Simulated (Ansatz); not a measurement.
Na:
```
CELL_PARAMETERS angstrom
     -2.08551     2.08551     2.08551
      2.08551    -2.08551     2.08551
      2.08551     2.08551    -2.08551
ATOMIC_POSITIONS crystal
  Na 0.00000 0.00000 0.00000
```

Relaxed with PBEsol. Special points in fractions of this cell's reciprocal vectors: Γ (0.000, 0.000, 0.000); H (0.500, -0.500, 0.500); N (0.000, 0.000, 0.500); P (0.250, 0.250, 0.250).

Problem. List the band energies nearest the Fermi level at these points for DFT-PBEsol in the program Ansatz with PAW potentials.

Solution. In eV from the Fermi level; about four levels below and three above (degenerate sets whole), none deeper than 8.9 eV; … stands for higher levels left out; points with the same levels are listed once.

```json
[
 {"k": "Γ", "below": "-3.29", "above": "11.88 11.88 11.88"},
 {"k": "H", "below": "–", "above": "4.57 4.57 …"},
 {"k": "N", "below": "–", "above": "0.78 1.28 8.31"},
 {"k": "P", "below": "–", "above": "2.76 2.76 2.76"}
]
```

Space group Im-3m (bcc (W type)). The cell was relaxed with PBEsol under the symmetry of its start.

Potentials: the later of the program's two PAW sets.
